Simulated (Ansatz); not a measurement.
The slice is one period of a {100} plane through atoms; its size isn't given.

Calculation: PBE (plane waves to 420 eV, PAW, scalar-relativistic; Ansatz, a program for electronic structure). Near the nuclei the fields are pseudised (PAW); where an atom keeps semicore shells as valence, they peak there.

```
|47999999887766666666677889999997|
|89999999877766666666677789999999|
|99999998877666655566667788999999|
|99999998877666555556667788999999|
|99999988776665555555666778899999|
|99999887776655555555566777889999|
|99988877766555555555556677788899|
|88888777665555544455555667778888|
|88777776665554444444555666777778|
|77777666555544444444455556667777|
|77766665555444444444445555666677|
|66666655554444444444444555566666|
|66666555544444333334444455556666|
|66665555544443333333444455555666|
|66655555444443333333444445555566|
|66655555444443333333444445555566|
|66655555444443333333444445555566|
|66665555544443333333444455555666|
|66666555544444333334444455556666|
|66666655554444444444444555566666|
|77766665555444444444445555666677|
|77777666555544444444455556667777|
|88777776665554444444555666777778|
|88888777665555544455555667778888|
|99988877766555555555556677788899|
|99999887776655555555566777889999|
|99999988776665555555666778899999|
|99999998877666555556667788999999|
|99999998877666655566667788999999|
|89999999877766666666677789999999|
|47999999887766666666677889999997|
|04899999887766666666677889999984|
```
Scale: ten equal steps from -3.00 (start of '0') to 0.25 (end of '9'), in the order '0123456789'. Values: log₁₀ of the valence density in e/Å³. The map has 32 points along u (one character each, u = 0 at the left) and 32 along v (v = 0 in the bottom row). The scale is logarithmic, as a density can span decades between atoms and voids; values under 0.001 e/Å³ are set to 0.001.

```
|xxxxx@@@@%*=:... ...:=*%@@@@xxxx|
|xxxx@@@@@%*-:..   ..:-*%@@@@@xxx|
|xxx@@@@@%#+-:..   ..:-+#@@@@@@xx|
|xx@@@@@@%#+-...   ...-+#%@@@@@@x|
|@@@@@@@@%*=:..     ..:=*%@@@@@@@|
|@@@@@@@%#+-:..     ..:-+#%@@@@@@|
|@@@@@@%#*=:..       ..:=*#%@@@@@|
|@@@%%%#*=-:.         .:-=*#%%%@@|
|%%%##*+=-:..         ..:-=+*##%%|
|***++=-::..           ..::-=++**|
|==---::...             ...::---=|
|::::....                 ....:::|
|.......                   ......|
|.....                       ....|
|..                             .|
|                                |
|..                             .|
|.....                       ....|
|.......                   ......|
|::::....                 ....:::|
|==---::...             ...::---=|
|***++=-::..           ..::-=++**|
|%%%##*+=-:..         ..:-=+*##%%|
|@@@%%%#*=-:.         .:-=*#%%%@@|
|@@@@@@%#*=:..       ..:=*#%@@@@@|
|@@@@@@@%#+-:..     ..:-+#%@@@@@@|
|@@@@@@@@%*=:..     ..:=*%@@@@@@@|
|xx@@@@@@%#+-...   ...-+#%@@@@@@x|
|xxx@@@@@%#+-:..   ..:-+#@@@@@@xx|
|xxxx@@@@@%*-:..   ..:-*%@@@@@xxx|
|xxxxx@@@@%*=:... ...:=*%@@@@xxxx|
|xxxxx@@@@%*=:... ...:=*%@@@@xxxx|
```
Scale: ten equal steps from 0.01 (start of ' ') to 0.86 (end of '@'), in the order ' .:-=+*#%@'. Values: electron localisation function (ELF). The map has 32 points along u (one character each, u = 0 at the left) and 32 along v (v = 0 in the bottom row). Points within 0.5 Å of a nucleus are blanked (x), as the pseudised field means little there.

Question: Which relaxed crystal do these maps come from?
(A) InAs (zinc blende)
(B) CuCl (zinc blende)
(C) GaAs (zinc blende)

Answer: B, CuCl (zinc blende). Atoms on the slice: Cl at (0.00, 0.00)

All were relaxed with their symmetry unable to fall. At this level the bands of InAs touch or barely overlap; measurements give the solid a gap. CuCl is run without spin polarisation.
